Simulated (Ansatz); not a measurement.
# WSe$_{2}$: from a starting cell to a relaxed one

The start is a randomly generated symmetric cell of WSe2 (space group No. 215). The cell and all atomic positions are relaxed at zero pressure with PBE (plane waves to 420 eV, PAW, scalar-relativistic; Ansatz, an electronic-structure program). The first steps use a coarse 5×5×5 k-mesh.

Initial structure:
```
WSe2
1.0
    5.27237     0.00000     0.00000
    0.00000     5.27237     0.00000
    0.00000     0.00000     5.27237
Se W
4 2
Direct
  0.27831   0.27831   0.27831
  0.72169   0.72169   0.27831
  0.72169   0.27831   0.72169
  0.27831   0.72169   0.72169
  0.50000   0.50000   0.50000
  0.00000   0.00000   0.00000
```

```yaml
outcome: The space group goes from P-43m (No. 215) to Pn-3m (No. 224); the end is AFLOW prototype A2B_cP6_224_b_a (C3, as in Cu2O), with 6 atoms in the primitive cell
energy_released: about 1.2 eV/atom
volume_change: +10.2 %, from 24.43 to 26.92 Å³/atom
optimiser_moves: 8
```

Relaxed structure:

```cif
data_Se4W2
_chemical_formula_sum 'Se4 W2'
_space_group_name_H-M_alt 'Pn-3m :1'
_space_group_IT_number 224
_space_group_name_Hall 'P 4n 2 3 -1n'
_cell_length_a 5.44625
_cell_length_b 5.44625
_cell_length_c 5.44625
_cell_angle_alpha 90.000
_cell_angle_beta 90.000
_cell_angle_gamma 90.000
loop_
_atom_site_label
_atom_site_type_symbol
_atom_site_symmetry_multiplicity
_atom_site_Wyckoff_symbol
_atom_site_fract_x
_atom_site_fract_y
_atom_site_fract_z
_atom_site_occupancy
Se1 Se 4 b 0.25000 0.25000 0.25000 1
W1 W 2 a 0.00000 0.00000 0.00000 1
```

Final values are on a 9×9×9 k-mesh of the relaxed cell. The start holds a very short contact (Se–W 2.02 Å). No spin polarisation in the result.

The run could not lose the symmetry of its start: the end is stationary, and may be a saddle point rather than a minimum.

The relaxed structure here is a generated cell of WSe2: the first start was made by a random draw of sites in a space group, and the end was not matched to a known phase here, so it may be hypothetical. Known forms of WSe2 include space group No. 194.
